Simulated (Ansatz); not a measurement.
# Elastic constants of AlRu (Pm-3m), step by step

```
Al Ru
1.0
     2.97724    0.00000    0.00000
     0.00000    2.97724    0.00000
     0.00000    0.00000    2.97724
Al Ru
1 1
Direct
  0.00000 0.00000 0.00000
  0.50000 0.50000 0.50000
```

The conventional cell has a = 2.977 Å, b = 2.977 Å, c = 2.977 Å, α = 90.00°, β = 90.00°, γ = 90.00°. Around Al (atom 1) lie 8 Ru at 2.58 Å. Ru (atom 2) has 8 Al at 2.58 Å as nearest neighbours.

Level of theory, where no other is named: PBEsol, all-electron LAPW in Ansatz 0.2.0, scalar-relativistic. k mesh 14×14×14, Fermi-Dirac smearing of 0.100 eV, basis error target 1 meV/atom. The cell was relaxed by PAW under this functional.

The cell is cubic and carries a residual pressure of -0.08 GPa at this level. Each strain component that symmetry leaves independent is applied at ±0.008, the ions relax wherever a strain frees them, and the stress (tension positive, GPa) is read. Shears are engineering strains, γ = 2ε.

```
strain    size      σxx      σyy      σzz      σyz     σxz     σxy
    xx  -0.008  -2.6735  -1.2253  -1.2253   0.0000  0.0000  0.0000
    xx  +0.008   2.6800   1.3257   1.3257   0.0000  0.0000  0.0000
    yz  -0.008   0.0645   0.0661   0.0661  -1.0831  0.0000  0.0000
    yz  +0.008   0.0645   0.0661   0.0661   1.0831  0.0000  0.0000
```

A central difference gives one constant, for example C11 ≈ (2.6800 − (-2.6735))/(0.016) = 334.6 GPa; the program then imposes the crystal's symmetry on the whole matrix.

What are the independent elastic constants?

C11 = 334.6, C12 = 159.4, C44 = 135.4 GPa.

Do they meet the Born conditions?

C11 − C12 = 175.2, C11 + 2C12 = 653.5 and C44 = 135.4 GPa must all be positive, so the crystal is elastically stable; that says nothing yet of its phonons.

What moduli does a random aggregate of grains have?

B = (C11 + 2C12)/3 = 217.8 GPa. G_V = (C11 − C12 + 3C44)/5 = 116.3 and G_R = 5(C11 − C12)C44/(4C44 + 3(C11 − C12)) = 111.1, so G_H = 113.7 GPa. Then E = 9BG/(3B + G) = 290.5 GPa, ν = (3B − 2G)/(6B + 2G) = 0.278 and B/G = 1.92, on the ductile side of Pugh's 1.75 (a rule of thumb).

With the density of 8.057 g/cm³, how fast does sound travel, and what Debye temperature follows?

```json
{"direction": "[100]", "slow (m/s)": "4099", "middle (m/s)": "4099", "fast (m/s)": "6444"}
{"direction": "[110]", "slow (m/s)": "3297", "middle (m/s)": "4099", "fast (m/s)": "6889"}
{"direction": "[111]", "slow (m/s)": "3584", "middle (m/s)": "3584", "fast (m/s)": "7031"}
```

The mean of v⁻³ over directions and branches gives v_m = 4170 m/s and θ_D = (ħ/k_B) v_m (6π²n)^(1/3) = 525 K, n being atoms per volume. Young's modulus spans 232 to 336 GPa over directions, and the universal anisotropy index is 0.23.

How far do the constants move if PAW replaces LAPW in the same cell?

```json
{"constant": "C11", "LAPW (GPa)": "334.6", "PAW (GPa)": "335.2", "difference": "0.6"}
{"constant": "C12", "LAPW (GPa)": "159.4", "PAW (GPa)": "160.2", "difference": "0.8"}
{"constant": "C44", "LAPW (GPa)": "135.4", "PAW (GPa)": "135.2", "difference": "-0.2"}
```

Known limits: responses of metals move with mesh and smearing; the frozen-core PAW files of the compared runs were fitted under PBE, their cores solved anew for this functional.
